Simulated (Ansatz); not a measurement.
Profile along the Se–Pb line in PbSe (rock salt)

PbSe (rock salt)

```
PbSe
1.0
    0.00000     3.08901     3.08901
    3.08901     0.00000     3.08901
    3.08901     3.08901     0.00000
Se Pb
1 1
Direct
  0.00000   0.00000   0.00000
  0.50000   0.50000   0.50000
```

Fields along a shortest Se–Pb line of a {100} plane (3.09 Å), from Se to Pb, interpolated on the slice's grid (step about 0.2 Å). The numbers are results of r2SCAN (plane waves to 500 eV, PAW, scalar-relativistic; Ansatz, a program for electronic structure), not measurements. k mesh 9×9×9. Inside the PAW spheres the values are not all-electron values, and peaks at nuclei hang on which shells count as valence. PbSe was relaxed with its symmetry unable to fall. Spin-orbit coupling is left out, though Pb is heavy.

| distance from Se (Å) | valence electron density (e/Å³) | electron localisation function |
|---|---|---|
| 0.00 | 45.44 | x |
| 0.15 | 36.33 | x |
| 0.31 | 19.26 | x |
| 0.46 | 7.58 | x |
| 0.62 | 2.74 | 0.71 |
| 0.77 | 1.15 | 0.79 |
| 0.93 | 0.68 | 0.80 |
| 1.08 | 0.46 | 0.76 |
| 1.24 | 0.32 | 0.67 |
| 1.39 | 0.24 | 0.47 |
| 1.54 | 0.20 | 0.28 |
| 1.70 | 0.22 | 0.23 |
| 1.85 | 0.30 | 0.27 |
| 2.01 | 0.49 | 0.36 |
| 2.16 | 0.90 | 0.43 |
| 2.32 | 1.73 | 0.40 |
| 2.47 | 3.12 | 0.26 |
| 2.63 | 5.03 | x |
| 2.78 | 7.32 | x |
| 2.94 | 9.41 | x |
| 3.09 | 10.31 | x |

x: too close to a nucleus for the ELF to mean much.

Density on the Se–Pb line (3.09 Å) at its midpoint: 0.20 e/Å³. ELF at that point: 0.28.
